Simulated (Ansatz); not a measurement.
ZnS with indium replacing Zn: gradients before and after relaxing the atoms

Start: a supercell of ZnS (wurtzite type, P6_3mc) built from a COD entry, with all atoms left at the host's positions.

Space group P3m1 (No. 156); a = 7.6220, c = 12.4680 Å, γ = 120.00°.

```
site  Wyckoff  site symmetry       x       y       z
  In       1a            3m.  0.0000  0.0000  0.0000
 Zn2       1a            3m.  0.0000  0.0000  0.5000
 Zn3       3d            .m.  0.0000  0.5000  0.0000
 Zn4       3d            .m.  0.0000  0.5000  0.5000
 Zn9       3d            .m.  0.1667  0.8333  0.2500
Zn10       3d            .m.  0.1667  0.8333  0.7500
Zn15       1c            3m.  0.6667  0.3333  0.2500
Zn16       1c            3m.  0.6667  0.3333  0.7500
 S17       1a            3m.  0.0000  0.0000  0.1925
 S18       1a            3m.  0.0000  0.0000  0.6925
 S19       3d            .m.  0.0000  0.5000  0.1925
 S20       3d            .m.  0.0000  0.5000  0.6925
 S25       3d            .m.  0.1667  0.8333  0.4425
 S26       3d            .m.  0.1667  0.8333  0.9425
 S31       1c            3m.  0.6667  0.3333  0.4425
 S32       1c            3m.  0.6667  0.3333  0.9425
```

One atom of each set is listed.

All values are calculated (Ansatz; DFT, PBE, plane waves and PAW, scalar-relativistic, 420 eV cutoff, Γ-centred 3×3×2 k-points, Fermi–Dirac smearing 0.01 eV, cell charge +1), not measured.

The largest force at the start is 2.0 eV/Å. Relaxing the ions at fixed cell moves them by 0.141 Å at most (atom 30, S) and 0.069 Å rms.

```json
{"site": "In", "moved (Å)": "0.039", "first shell before": "4 S at 2.31–2.40 Å", "first shell after": "4 S at 2.46 Å", "V_zz before (10²¹ V/m²)": "4.15", "η before": "0.00"}
{"site": "Zn3", "moved (Å)": "0.087", "first shell before": "4 S at 2.31–2.40 Å", "first shell after": "4 S at 2.30–2.34 Å", "V_zz before (10²¹ V/m²)": "-1.08", "η before": "0.67"}
{"site": "Zn4", "moved (Å)": "0.024", "first shell before": "4 S at 2.31–2.40 Å", "first shell after": "4 S at 2.32–2.33 Å", "V_zz before (10²¹ V/m²)": "2.20", "η before": "0.05"}
{"site": "Zn9", "moved (Å)": "0.098", "first shell before": "4 S at 2.31–2.40 Å", "first shell after": "4 S at 2.31–2.36 Å", "V_zz before (10²¹ V/m²)": "-1.18", "η before": "0.98"}
{"site": "Zn10", "moved (Å)": "0.066", "first shell before": "4 S at 2.31–2.40 Å", "first shell after": "4 S at 2.31–2.38 Å", "V_zz before (10²¹ V/m²)": "3.41", "η before": "0.05"}
{"site": "Zn15", "moved (Å)": "0.067", "first shell before": "4 S at 2.31–2.40 Å", "first shell after": "4 S at 2.31–2.34 Å", "V_zz before (10²¹ V/m²)": "1.29", "η before": "0.00"}
{"site": "S17", "moved (Å)": "0.096", "first shell before": "3 Zn at 2.31 Å, 1 In at 2.40 Å", "first shell after": "3 Zn at 2.36 Å, 1 In at 2.46 Å", "V_zz before (10²¹ V/m²)": "3.38", "η before": "0.00"}
{"site": "S19", "moved (Å)": "0.021", "first shell before": "4 Zn at 2.31–2.40 Å", "first shell after": "4 Zn at 2.30–2.34 Å", "V_zz before (10²¹ V/m²)": "-0.47", "η before": "0.90"}
{"site": "S26", "moved (Å)": "0.141", "first shell before": "3 Zn at 2.31–2.40 Å, 1 In at 2.31 Å", "first shell after": "3 Zn at 2.34–2.38 Å, 1 In at 2.46 Å", "V_zz before (10²¹ V/m²)": "3.99", "η before": "0.52"}
{"site": "S31", "moved (Å)": "0.026", "first shell before": "4 Zn at 2.31–2.40 Å", "first shell after": "4 Zn at 2.31–2.32 Å", "V_zz before (10²¹ V/m²)": "-0.025", "η before": "0.00"}
{"site": "S32", "moved (Å)": "0.040", "first shell before": "4 Zn at 2.31–2.40 Å", "first shell after": "4 Zn at 2.32–2.35 Å", "V_zz before (10²¹ V/m²)": "-2.01", "η before": "0.00"}
```

(1) What are V_zz and η after the relaxation?

Answers

(1) 

```tsv
site	V_zz after	η after	change of V_zz
In	-0.62	0.00	-4.77
Zn3	2.10	0.70	–
Zn4	0.36	0.80	-1.84
Zn9	1.90	0.58	–
Zn10	2.77	0.21	-0.64
Zn15	-1.04	0.00	-2.33
S17	5.11	0.00	+1.73
S19	1.06	0.17	–
S26	4.12	0.11	+0.13
S31	0.44	0.00	+0.47
S32	-0.30	0.00	+1.71
```

The largest change of V_zz along a kept axis is on In, from 4.15 to -0.62. In per cent, |V_zz| changes by -84 to -19 on Zn, -85 to +51 on S (all sites that start above 0.5, bar those whose gradient vanishes or changes sign or whose main axis turns by over 40°). Where |V_zz| stays above 0.1 and the axes keep their order, η moves most on Zn4, from 0.05 to 0.80. V_zz changes sign on In (same axis), Zn15 (same axis), S31 (same axis). On Zn9, Zn3, S19 the largest principal value lies along another axis in the second run, so the two V_zz can't be compared directly. The table leaves out 5 of the 16 sites, with |V_zz| up to 2.44; their tensors move by 1.70 at most along any direction. The statements above cover all sites. The host's own positions weren't relaxed first, so part of the change far from the defect can be the host's relaxation.

The defect repeats with the cell of 32 atoms, so it feels its images: sites between two images don't show the values beside a lone defect, and zeros or small values of η there can come from the images' arrangement. S and Zn carry a gradient in the pure host already, so the values there aren't the defect's effect alone. A uniform background compensates the cell's charge. Without spin–orbit coupling (the program notes it for In) the gradients are little affected as a rule: paired runs on crystals with a gap mostly move them by under 2 % at such atoms.
Before: The neighbours have not yet relaxed around the defect (largest force 2.0 eV/Å), so a real crystal will differ.
After: The relaxation keeps the site symmetry 3m of the start, so the impurity can move only along its axis; a start off the site could end lower.
